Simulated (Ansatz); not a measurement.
Structure: Ga2PN, ordered on the zincblende lattice (I-42d) with 8 atoms a cell, at its r2SCAN minimum. The symmetry is I-42d (No. 122, tetragonal); conventional cell a = 4.990 Å, c = 9.815 Å, 15.27 Å³ an atom. N is surrounded by 4 Ga at 1.99 Å; Ga is surrounded by 2 N at 1.99 Å and 2 P at 2.33 Å; P is surrounded by 4 Ga at 2.33 Å.

```
N Ga P
1.0
    -2.49493    2.49493    4.90771
     2.49493   -2.49493    4.90771
     2.49493    2.49493   -4.90771
N Ga P
2 4 2
Cartesian
  0.0000 0.0000 0.0000
  2.4949 0.0000 2.4539
  1.5379 1.2475 3.6808
  -1.2475 1.5379 6.1346
  0.9571 1.2475 -1.2269
  1.2475 -1.5379 6.1346
  0.0000 0.0000 4.9077
  0.0000 2.4949 2.4539
```

4 runs of Ansatz on this cell differ in the functional (and in the settings that go with it). Levels are in eV from each run's valence top; v1 is the last filled band, c1 the first empty one.

Run A, mean stress +3.7 GPa (compression positive):
```tsv
point	v5	v3	v1	c1	c2	c3
Γ	-2.52	-0.21	0.00	1.35	1.93	2.90
X	-1.69	-1.17	-0.44	2.20	2.20	4.80
P	-1.93	-1.09	-1.01	2.82	2.82	4.49
N	-2.57	-1.74	-0.37	3.41	3.74	4.16
M	-2.23	-1.75	-1.11	1.90	1.90	3.41
S	-2.93	-1.72	-0.61	2.57	3.59	3.87
```

Run B, mean stress 0.0 GPa (compression positive):
```tsv
point	v5	v3	v1	c1	c2	c3
Γ	-2.77	-0.26	0.00	3.00	3.38	4.55
X	-1.94	-1.32	-0.45	3.84	3.84	6.62
P	-2.13	-1.20	-1.06	4.46	4.46	6.35
N	-2.88	-1.88	-0.37	5.06	5.48	5.87
M	-2.41	-1.97	-1.19	3.36	3.36	5.06
S	-3.23	-1.86	-0.64	4.13	5.29	5.60
```

Run C, mean stress 0.0 GPa (compression positive):
```tsv
point	v5	v3	v1	c1	c2	c3
Γ	-2.65	-0.24	0.00	1.77	2.24	3.22
X	-1.78	-1.24	-0.48	2.54	2.54	5.24
P	-2.00	-1.15	-1.06	3.13	3.13	4.98
N	-2.67	-1.81	-0.40	3.75	4.12	4.52
M	-2.31	-1.84	-1.20	2.19	2.19	3.77
S	-3.04	-1.81	-0.64	2.89	3.94	4.24
```

Run D, mean stress +0.2 GPa (compression positive):
```tsv
point	v5	v3	v1	c1	c2	c3
Γ	-2.75	-0.26	0.00	2.34	2.69	3.84
X	-1.92	-1.30	-0.44	3.15	3.15	5.90
P	-2.10	-1.19	-1.04	3.76	3.76	5.64
N	-2.84	-1.85	-0.36	4.35	4.77	5.16
M	-2.38	-1.95	-1.18	2.67	2.67	4.36
S	-3.18	-1.83	-0.62	3.44	4.56	4.89
```

Q: Match the runs to PBE, r2SCAN, HSE06, PBE0.

A: A is PBE, B is PBE0, C is r2SCAN, D is HSE06. In order of the gap: PBE 1.35, r2SCAN 1.77, HSE06 2.34, PBE0 3.00 eV.

The calculation is spin-unpolarised, and the structure need not be a phase that has been made.

The program warns that its thresholds are loose for a hybrid's stress.

The meshes of the hybrids are coarse, so their gaps aren't converged to the digits shown.
